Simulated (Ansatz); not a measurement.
InP:
```xyz
2
Lattice="0.0000 2.9393 2.9393 2.9393 0.0000 2.9393 2.9393 2.9393 0.0000" Properties=species:S:1:pos:R:3 pbc="T T T"
In     0.0000     0.0000     0.0000
P      4.4090     4.4090     4.4090
```

The program Ansatz at the PBEsol level (PAW) gives a gap of 0.56 eV without spin–orbit coupling, maximum at Γ, minimum at Γ.

Q: What happens when spin–orbit coupling is switched on?

A: The gap drops by 0.02 eV, to 0.54 eV; maximum at Γ, minimum at Γ.

Q: How large is the spin–orbit splitting of the valence top at Γ?

A: The fourfold level lies 0.10 eV above the split-off pair.

Q: Give the electron effective mass with spin–orbit coupling.

A: 0.045 mₑ (isotropic).

Space group F-43m (zinc blende). The cell was relaxed with PBEsol under the symmetry of its start.

Potentials: the earlier of the program's two PAW sets.
